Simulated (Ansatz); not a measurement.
BiRhO$_{3}$: reading a single point

```
Rh O Bi
1.0
     4.14902    0.00000    0.00000
     0.00000    4.14902    0.00000
     0.00000    0.00000    4.14902
Rh O Bi
1 3 1
Direct
  0.00000 0.00000 0.00000
  0.50000 0.00000 0.00000
  0.00000 0.50000 0.00000
  0.00000 0.00000 0.50000
  0.50000 0.50000 0.50000
```

Single point in Ansatz 0.2.0 with LDA, with U_eff = 1.77 eV on Rh d (all-electron-ortho-atomic projectors), collinear spin. Cutoff 420 eV, PAW datasets, 6×6×6 Γ-centred k mesh, gaussian filling (width 0.0187 eV).

The state carries no moments; the state need not be the lowest.

- Forces: The forces vanish by the symmetry of the sites.
- Charges: Bader charges in e: Bi +1.63, Rh +1.31, O -0.98. In the mean Bi gives up most and O takes most.
- At the Fermi level: It is a metal, with about 2.4 states/eV a cell as the mean within 0.25 eV of the Fermi level, mostly Rh d (51 %) and O p (38 %).
- Stress: The pressure is -26.9 GPa (compression positive), so with the atoms held at these fractions the cell would first shrink.

Origin: a known structure type with other elements, at an estimated volume, so it need not be a known compound. Caveats: atoms or cell far from equilibrium.
